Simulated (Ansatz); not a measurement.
**PbSe: computed property card**

PbSe:
```xyz
2
Lattice="0.0000 3.4230 3.4230 3.4230 0.0000 3.4230 3.4230 3.4230 0.0000" Properties=species:S:1:pos:R:3 pbc="T T T"
Se     5.1345     5.1345     5.1345
Pb     0.0000     0.0000     0.0000
```

Space group F-43m (No. 216), zinc blende; conventional cell a = b = c = 6.846 Å, α = β = γ = 90.00°.

Method: r²SCAN in the plane-wave PAW code Ansatz. The cell and atoms are relaxed at this level. Other levels are named where they apply.

**Cell and energy**

```json
{
  "volume_per_atom": "40.11 Å³",
  "density": "5.92 g/cm³",
  "Formation energy from the elements (no fitted shifts)": "-0.43 eV/atom"
}
```

**Electronic structure**

```json
{
  "band_gap": "0.79 eV (indirect)",
  "valence_band_maximum": "at W",
  "conduction_band_minimum": "at X (3 equivalent valleys)",
  "smallest_direct_gap_on_the_standard_path": "1.34 eV",
  "electron_effective_mass": "0.35, 0.35, 1.8 mₑ (principal values)",
  "hole_effective_mass": "0.51, 0.51, 0.60 mₑ (principal values)"
}
```

**Mechanics**

```json
{
 "Bulk modulus (Birch–Murnaghan fit)": "33.8 GPa",
 "Pressure derivative B′": "4.2",
 "Elastic constants (relaxed ions, GPa)": "C11 = 35.2, C12 = 33.1, C44 = -7.3",
 "mechanical_stability": "unstable (C has a negative eigenvalue)",
 "Piezoelectric stress constants (proper, relaxed ions, C/m²)": "e14 = e25 = e36 = 0.37"
}
```

The cell is a constructed one: a structure type filled with these elements; neither database checked (COD, Materials Project) lists it. It is not the phase usual at ambient conditions (space group No. 225). Symmetry was held in the r²SCAN relaxation. Signs of piezoelectric constants follow the polarity of the cell as given. The references are the lowest solids computed at this level, not always the standard phases. Spin–orbit coupling is left out wherever it is not named.

Potentials: the later of the program's two PAW sets.
